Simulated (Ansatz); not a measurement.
Consider the following.

VBiO$_{4}$:
```cif
data_Bi2O8V2
_chemical_formula_sum 'Bi2 V2 O8'
_space_group_name_H-M_alt 'P 1'
_space_group_IT_number 1
_cell_length_a 6.82308
_cell_length_b 6.82308
_cell_length_c 6.82308
_cell_angle_alpha 136.045
_cell_angle_beta 136.045
_cell_angle_gamma 63.911
loop_
_space_group_symop_operation_xyz
  'x, y, z'
loop_
_atom_site_label
_atom_site_type_symbol
_atom_site_fract_x
_atom_site_fract_y
_atom_site_fract_z
_atom_site_occupancy
Bi1 Bi 0.75000 0.25000 0.50000 1
Bi2 Bi 0.00000 0.00000 0.00000 1
V1 V 0.25000 0.75000 0.50000 1
V2 V 0.50000 0.50000 0.00000 1
O1 O 0.57870 0.96883 0.88922 1
O2 O 0.71883 0.32961 0.89013 1
O3 O 0.07961 0.68948 0.11078 1
O4 O 0.43948 0.82870 0.10987 1
O5 O 0.17130 0.28117 0.61078 1
O6 O 0.03117 0.92039 0.60987 1
O7 O 0.67039 0.56052 0.38922 1
O8 O 0.31052 0.42130 0.39013 1
```

This is the PBEsol-relaxed structure.

### Question
All from DFT-PBEsol in the program Ansatz with PAW potentials, unless another level is named. Estimate the Born charges (a third of the trace).

### Answer
Bi +5.82, V +5.04, O -2.71 e.

### Question
Next, the electronic dielectric constant ε∞ (DFPT)?

### Answer
7.60 (xx = yy), 6.41 (zz).

Space group I4_1/a. The PBEsol relaxation kept the symmetry of its start. The workflow began spin-polarised and lost its moments. No Hubbard U is applied. Scalar-relativistic: spin–orbit coupling is off unless named, which matters more the heavier the elements.

Potentials: the later of the program's two PAW sets.
